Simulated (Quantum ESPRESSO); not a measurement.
# Si2AsO5N: one run as intended and one with a planted mistake

A calculation, not a measurement. The program is pw.x of Quantum ESPRESSO 7.5 (plane-wave density functional theory). The cell is made up: 9 atoms on a quartz lattice, with randomly drawn elements, strain and displacements, not relaxed. PseudoDojo standard norm-conserving files (v0.5 for PBE, v0.4.1 for LDA and PBEsol) set the functional; there is no spin polarisation, spin-orbit coupling or dispersion term, and the masses in the input are unused placeholders.

Intended input:

```
&control calculation='scf', pseudo_dir='./dojo.nc.sr.pbe.v0_5.standard.upf', outdir='./o', disk_io='medium', tprnfor=.true., tstress=.true. /
&system ibrav=0, nat=9, ntyp=4, nbnd=35, ecutwfc=84.00895049, nosym=.true., tot_charge=0,
 occupations='smearing', smearing='fd', degauss=0.0018374661
/
&electrons conv_thr=7.350e-09, electron_maxstep=60, /
ATOMIC_SPECIES
As 1.0 As.upf
N 1.0 N.upf
O 1.0 O.upf
Si 1.0 Si.upf
CELL_PARAMETERS angstrom
5.0569 -0.0547 0.0367
-2.5758 4.4859 0.0012
0.0403 0.0248 5.5428
ATOMIC_POSITIONS angstrom
Si 2.3394 0.0519 3.6036
Si -1.1588 2.1666 1.9081
As 1.3265 2.379 0.0386
O 1.4526 1.2798 4.3436
O 3.4694 0.5933 2.5762
O 2.8018 2.541 0.6879
O 0.353 1.8729 1.1307
O -1.0663 3.2911 2.9138
N 0.752 3.8638 4.8712
K_POINTS automatic
5 5 4 1 1 1
```

The log is shortened where brackets say so; the opening notice, blank lines, dates and the lines on written files are dropped, and the path of the files is cut. It prints rydbergs, bohrs and kilobars, and counts compression as positive stress. Where no state is partly filled, the Fermi energy that it prints is only some level between the filled and the empty states on the mesh, and need not lie in the true gap.

Log of the intended run:

```
     Program PWSCF v.7.5
     Parallel version (MPI & OpenMP), running on       1 processor cores
     Number of MPI processes:                 1
     Threads/MPI process:                     1
     [start-up lines left out]
     bravais-lattice index     =            0
     lattice parameter (alat)  =       9.5570  a.u.
     unit-cell volume          =     843.1837 (a.u.)^3
     number of atoms/cell      =            9
     number of atomic types    =            4
     number of electrons       =        58.00
     number of Kohn-Sham states=           35
     kinetic-energy cutoff     =      84.0090  Ry
     charge density cutoff     =     336.0358  Ry
     scf convergence threshold =      7.3E-09
     mixing beta               =       0.7000
     number of iterations used =            8  plain     mixing
     Exchange-correlation= PBE
                           (   1   4   3   4   0   0   0)
     [axes and pseudopotential details left out]
   Cartesian axes
     site n.     atom                  positions (alat units)
         1        Si     tau(   1) = (   0.4625762   0.0102623   0.7125500  )
         2        Si     tau(   2) = (  -0.2291328   0.4284080   0.3772940  )
         3        As     tau(   3) = (   0.2622926   0.4704064   0.0076325  )
         4        O      tau(   4) = (   0.2872267   0.2530585   0.8588723  )
         5        O      tau(   5) = (   0.6860143   0.1173149   0.5093993  )
         6        O      tau(   6) = (   0.5540079   0.5024391   0.1360204  )
         7        O      tau(   7) = (   0.0697997   0.3703338   0.2235765  )
         8        O      tau(   8) = (  -0.2108425   0.6507585   0.5761539  )
         9        N      tau(   9) = (   0.1486951   0.7640001   0.9631962  )
     number of k points=    50  Fermi-Dirac smearing, width (Ry)=  0.0018
                       cart. coord. in units 2pi/alat
        k(    1) = (   0.1010383   0.1707244   0.1125533), wk =   0.0400000
        k(    2) = (   0.0993718   0.1697064   0.3406735), wk =   0.0400000
     [further k points left out]
     Dense  grid:    87687 G-vectors     FFT dimensions: (  60,  60,  64)
     Estimated max dynamical RAM per process >     117.01 MB
     Initial potential from superposition of free atoms
     starting charge      57.9985, renormalised to      58.0000
     Starting wfcs are   41 randomized atomic wfcs
     total cpu time spent up to now is       12.9 secs
     per-process dynamical memory:    71.0 Mb
     Self-consistent Calculation
     iteration #  1     ecut=    84.01 Ry     beta= 0.70
     Davidson diagonalization with overlap
     ethr =  1.00E-02,  avg # of iterations =  3.0
     total cpu time spent up to now is       59.4 secs
     total energy              =    -414.26676840 Ry
     estimated scf accuracy    <       2.64128811 Ry
     iteration #  2     ecut=    84.01 Ry     beta= 0.70
     Davidson diagonalization with overlap
     ethr =  4.55E-03,  avg # of iterations =  3.0
     total cpu time spent up to now is      107.7 secs
     total energy              =    -414.95838950 Ry
     estimated scf accuracy    <       2.16424261 Ry
     [iterations 3 to 10 left out]
     iteration # 11     ecut=    84.01 Ry     beta= 0.70
     Davidson diagonalization with overlap
     ethr =  4.21E-10,  avg # of iterations =  3.9
     total cpu time spent up to now is      432.6 secs
     total energy              =    -415.39854252 Ry
     estimated scf accuracy    <       0.00000002 Ry
     iteration # 12     ecut=    84.01 Ry     beta= 0.70
     Davidson diagonalization with overlap
     ethr =  3.42E-11,  avg # of iterations =  3.0
     total cpu time spent up to now is      465.5 secs
     End of self-consistent calculation
     [lines on levels left out]
     the Fermi energy is     5.6611 ev
!    total energy              =    -415.39854252 Ry
     estimated scf accuracy    <          1.5E-09 Ry
     smearing contrib. (-TS)   =      -0.00000000 Ry
     internal energy E=F+TS    =    -415.39854252 Ry
     The total energy is F=E-TS. E is the sum of the following terms:
     one-electron contribution =    -283.50309222 Ry
     hartree contribution      =     169.25766489 Ry
     xc contribution           =    -102.57264095 Ry
     ewald contribution        =    -198.58047425 Ry
     convergence has been achieved in  12 iterations
     Forces acting on atoms (cartesian axes, Ry/au):
     atom    1 type  4   force =     0.09549168   -0.05914623    0.16971168
     atom    2 type  4   force =    -0.02386605   -0.17932935   -0.15848147
     atom    3 type  1   force =    -0.00819263    0.24888707   -0.30045640
     atom    4 type  3   force =     0.01414000   -0.11508807   -0.11057425
     atom    5 type  3   force =     0.00834234    0.11339658   -0.07295109
     atom    6 type  3   force =     0.17847100   -0.00344323    0.10804953
     atom    7 type  3   force =    -0.24339101   -0.12583697    0.27820880
     atom    8 type  3   force =    -0.01237767    0.12685633    0.07727040
     atom    9 type  2   force =    -0.00861767   -0.00629615    0.00922280
     Total force =     0.716868     Total SCF correction =     0.000108
     Computing stress (Cartesian axis) and pressure
          total   stress  (Ry/bohr**3)                   (kbar)     P=       53.32
   0.00034746   0.00058841  -0.00042060           51.11       86.56      -61.87
   0.00058841   0.00002543   0.00026039           86.56        3.74       38.30
  -0.00042060   0.00026039   0.00071451          -61.87       38.30      105.11
     init_run     :     11.62s CPU     12.83s WALL (       1 calls)
     electrons    :    427.08s CPU    452.63s WALL (       1 calls)
     forces       :      4.75s CPU      4.81s WALL (       1 calls)
     stress       :     20.84s CPU     20.90s WALL (       1 calls)
     [timing details left out]
     PWSCF        :   7m44.47s CPU   8m11.47s WALL
     JOB DONE.
```

A second run has one planted mistake: the k-point mesh is too coarse. The input lines that differ, file-writing options aside:

```
- 5 5 4 1 1 1
+ 2 2 2 1 1 1
```

Its log:

```
     Program PWSCF v.7.5
     Parallel version (MPI & OpenMP), running on       1 processor cores
     Number of MPI processes:                 1
     Threads/MPI process:                     1
     [start-up lines left out]
     bravais-lattice index     =            0
     lattice parameter (alat)  =       9.5570  a.u.
     unit-cell volume          =     843.1837 (a.u.)^3
     number of atoms/cell      =            9
     number of atomic types    =            4
     number of electrons       =        58.00
     number of Kohn-Sham states=           35
     kinetic-energy cutoff     =      84.0090  Ry
     charge density cutoff     =     336.0358  Ry
     scf convergence threshold =      7.3E-09
     mixing beta               =       0.7000
     number of iterations used =            8  plain     mixing
     Exchange-correlation= PBE
                           (   1   4   3   4   0   0   0)
     [axes and pseudopotential details left out]
   Cartesian axes
     site n.     atom                  positions (alat units)
         1        Si     tau(   1) = (   0.4625762   0.0102623   0.7125500  )
         2        Si     tau(   2) = (  -0.2291328   0.4284080   0.3772940  )
         3        As     tau(   3) = (   0.2622926   0.4704064   0.0076325  )
         4        O      tau(   4) = (   0.2872267   0.2530585   0.8588723  )
         5        O      tau(   5) = (   0.6860143   0.1173149   0.5093993  )
         6        O      tau(   6) = (   0.5540079   0.5024391   0.1360204  )
         7        O      tau(   7) = (   0.0697997   0.3703338   0.2235765  )
         8        O      tau(   8) = (  -0.2108425   0.6507585   0.5761539  )
         9        N      tau(   9) = (   0.1486951   0.7640001   0.9631962  )
     number of k points=     4  Fermi-Dirac smearing, width (Ry)=  0.0018
                       cart. coord. in units 2pi/alat
        k(    1) = (   0.2530125   0.4270654   0.2243531), wk =   0.5000000
        k(    2) = (   0.2563457   0.4291013  -0.2318873), wk =   0.5000000
     [further k points left out]
     Dense  grid:    87687 G-vectors     FFT dimensions: (  60,  60,  64)
     Estimated max dynamical RAM per process >     117.01 MB
     Initial potential from superposition of free atoms
     starting charge      57.9985, renormalised to      58.0000
     Starting wfcs are   41 randomized atomic wfcs
     total cpu time spent up to now is        4.1 secs
     per-process dynamical memory:    69.0 Mb
     Self-consistent Calculation
     iteration #  1     ecut=    84.01 Ry     beta= 0.70
     Davidson diagonalization with overlap
     ethr =  1.00E-02,  avg # of iterations =  3.0
     total cpu time spent up to now is        9.4 secs
     total energy              =    -414.26839407 Ry
     estimated scf accuracy    <       2.63919133 Ry
     iteration #  2     ecut=    84.01 Ry     beta= 0.70
     Davidson diagonalization with overlap
     ethr =  4.55E-03,  avg # of iterations =  3.0
     total cpu time spent up to now is       14.0 secs
     total energy              =    -414.95839138 Ry
     estimated scf accuracy    <       2.16642022 Ry
     [iterations 3 to 10 left out]
     iteration # 11     ecut=    84.01 Ry     beta= 0.70
     Davidson diagonalization with overlap
     ethr =  5.47E-10,  avg # of iterations =  4.0
     total cpu time spent up to now is       39.5 secs
     total energy              =    -415.39918328 Ry
     estimated scf accuracy    <       0.00000002 Ry
     iteration # 12     ecut=    84.01 Ry     beta= 0.70
     Davidson diagonalization with overlap
     ethr =  3.56E-11,  avg # of iterations =  3.0
     total cpu time spent up to now is       42.5 secs
     End of self-consistent calculation
     [lines on levels left out]
     the Fermi energy is     7.0414 ev
!    total energy              =    -415.39918328 Ry
     estimated scf accuracy    <          1.5E-09 Ry
     smearing contrib. (-TS)   =       0.00000000 Ry
     internal energy E=F+TS    =    -415.39918328 Ry
     The total energy is F=E-TS. E is the sum of the following terms:
     one-electron contribution =    -283.50083093 Ry
     hartree contribution      =     169.25385839 Ry
     xc contribution           =    -102.57173649 Ry
     ewald contribution        =    -198.58047425 Ry
     convergence has been achieved in  12 iterations
     Forces acting on atoms (cartesian axes, Ry/au):
     atom    1 type  4   force =     0.09546063   -0.05934745    0.16915098
     atom    2 type  4   force =    -0.02393971   -0.17955374   -0.15818749
     atom    3 type  1   force =    -0.00839561    0.24865233   -0.30013805
     atom    4 type  3   force =     0.01456102   -0.11436701   -0.11000532
     atom    5 type  3   force =     0.00857858    0.11319661   -0.07289428
     atom    6 type  3   force =     0.17850706   -0.00411464    0.10716248
     atom    7 type  3   force =    -0.24278075   -0.12511920    0.27758658
     atom    8 type  3   force =    -0.01235883    0.12730027    0.07772231
     atom    9 type  2   force =    -0.00963239   -0.00664718    0.00960279
     Total force =     0.715753     Total SCF correction =     0.000113
     Computing stress (Cartesian axis) and pressure
          total   stress  (Ry/bohr**3)                   (kbar)     P=       53.48
   0.00035147   0.00058287  -0.00042212           51.70       85.74      -62.10
   0.00058287   0.00002609   0.00025957           85.74        3.84       38.18
  -0.00042212   0.00025957   0.00071300          -62.10       38.18      104.89
     init_run     :      3.70s CPU      3.90s WALL (       1 calls)
     electrons    :     37.48s CPU     38.45s WALL (       1 calls)
     forces       :      0.81s CPU      0.82s WALL (       1 calls)
     stress       :      2.27s CPU      2.31s WALL (       1 calls)
     [timing details left out]
     PWSCF        :     44.44s CPU     45.78s WALL
     JOB DONE.
```

|  | intended run | run with the mistake |
| --- | --- | --- |
| free energy (eV) | -5651.785 | -5651.794 |
| smearing term -TS (eV) | 0.0000 | 0.0000 |
| pressure (GPa) | 5.33 | 5.35 |
| largest force component (eV/Å) | 7.725 | 7.717 |
| largest change of a force component (eV/Å) |  | 0.026 |
| iterations | 12 | 12 |

For scale, a rerun of the intended cell at 1437 eV and a 7 x 7 x 6 mesh moved values by no more than 0.004 eV in energy, 0.02 GPa in stress and 0.002 eV/Å in force.